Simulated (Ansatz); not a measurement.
Phonons of KBr (rock salt) at Γ, L = (0.5, 0.0, 0.0), X = (0.5, 0.5, 0.0).

KBr (rock salt)

```xyz
2
Lattice="0.0000 3.3526 3.3526 3.3526 0.0000 3.3526 3.3526 3.3526 0.0000" Properties=species:S:1:pos:R:3 pbc="T T T"
Br     0.0000     0.0000     0.0000
K      3.3526     3.3526     3.3526
```

Level of theory: PBE (plane waves to 420 eV, PAW, scalar-relativistic; Ansatz, a quantum-chemistry and plane-wave program). Harmonic phonons by density-functional perturbation theory on a 8×8×8 k mesh, in cm⁻¹; i marks imaginary ones, q is in fractions of the reciprocal vectors of the cell shown, and the three acoustic modes at Γ are left out. The non-analytic (LO-TO) term is not included, so polar modes at Γ have their transverse values. KBr was relaxed with its symmetry unable to fall.

```csv
q,wavenumbers (cm⁻¹)
Γ,100 (×3)
"L = (0.5, 0.0, 0.0)","63 (×2), 86 (×2), 88, 135"
"X = (0.5, 0.5, 0.0)","42 (×2), 72, 104 (×2), 111"
```

The structure shows no imaginary mode at these points (lowest 42 cm⁻¹ at X = (0.5, 0.5, 0.0)); other wave vectors were not tested.

Highest mode: 135 cm⁻¹ at L = (0.5, 0.0, 0.0).
